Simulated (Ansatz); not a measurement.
BW in space group Cmcm (No. 63; B on 4c, W on 4c) at seven volumes, r²SCAN (plane waves, PAW; program Ansatz), shape and atoms relaxed at each. One row is withheld.

| V (Å³/atom) | P (GPa) |
|---|---|
| 9.414 | 41.18 |
| 9.724 | 25.27 |
| 10.034 | ? |
| 10.345 | 0.02 |
| 10.655 | -9.95 |
| 10.965 | -18.48 |
| 11.276 | -25.75 |

**Question.** Fit the shown pressures and predict the withheld one.

**Answer.** Third-order Birch–Murnaghan: P = (3/2)B₀(x^(7/2) − x^(5/2))[1 + (3/4)(B′ − 4)(x − 1)] with x = (V₀/V)^(2/3). Least squares on the six rows gives V₀ = 10.345 Å³/atom, B₀ = 358.2 GPa, B′ = 4.19. At V = 10.034, x = 1.0206 and P = 11.66 GPa. The run itself gave 11.66 GPa.

The workflow started from a Materials Project entry (that database holds measured and hypothetical structures alike); the Crystallography Open Database copy checked does not list it. COD files the formula under space group No. 141. Whether it is the stable phase at ambient conditions was not checked. The cell was relaxed with r²SCAN under the symmetry of its start; whether a distortion lowers the energy is not shown. No spin polarisation was allowed. Spin–orbit coupling is left out wherever it is not named.

Potentials: the later of the program's two PAW sets.
